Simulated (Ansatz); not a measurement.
HfO$_{2}$ (fluorite)

```
HfO2
1.0
    0.00000     5.05847     5.05847
    2.52923     0.00000     2.52923
    2.52923     2.52923     0.00000
Hf O
2 4
Direct
  0.00000   0.00000   0.00000
  0.50000   0.00000   0.00000
  0.12500   0.25000   0.25000
  0.62500   0.25000   0.25000
  0.37500   0.75000   0.75000
  0.87500   0.75000   0.75000
```

A phonon eigenvector at L = (0.5, 0.0, 0.0) is frozen into this cell: atom i moves by Q times the vector below, so Q is the largest atomic displacement, in Å. The cell is held. (q is in reciprocal vectors of the primitive cell; the cell shown is doubled to hold the pattern.)

| atom | x | y | z |
|---|---|---|---|
| Hf1 | 0.577 | -0.577 | -0.577 |
| Hf2 | -0.577 | 0.577 | 0.577 |
| O3 | 0.344 | -0.344 | -0.344 |
| O4 | -0.344 | 0.344 | 0.344 |
| O5 | -0.344 | 0.344 | 0.344 |
| O6 | 0.344 | -0.344 | -0.344 |

These are r2SCAN (plane waves to 500 eV, PAW, scalar-relativistic; Ansatz, a quantum-chemistry and plane-wave program) values and carry that method's errors. k mesh 11×11×11 (Γ-centred), Fermi-Dirac smearing 0.05 eV. The energy includes the smearing's −TS. HfO2 is run without spin polarisation. HfO2 was relaxed with its symmetry unable to fall. Spin-orbit coupling is left out, though Hf is heavy. This is a high-temperature form of HfO2. ΔE is measured from the undisplaced structure.

Give the computed ΔE (meV/cell) and −dE/dQ from forces (eV/Å) at Q (Å) = -0.067, 0.017, 0.033, 0.067, 0.083, 0.100.


```tsv
Q (Å)	ΔE (meV/cell)	−dE/dQ from forces (eV/Å)
-0.067	121.5	3.755
0.017	7.4	-0.888
0.033	29.7	-1.795
0.067	121.5	-3.755
0.083	193.1	-4.849
0.100	283.8	-6.049
```

(For displaced atoms, the force is minus the slope of the energy, and its curvature is a force constant, which sets phonon frequencies.)
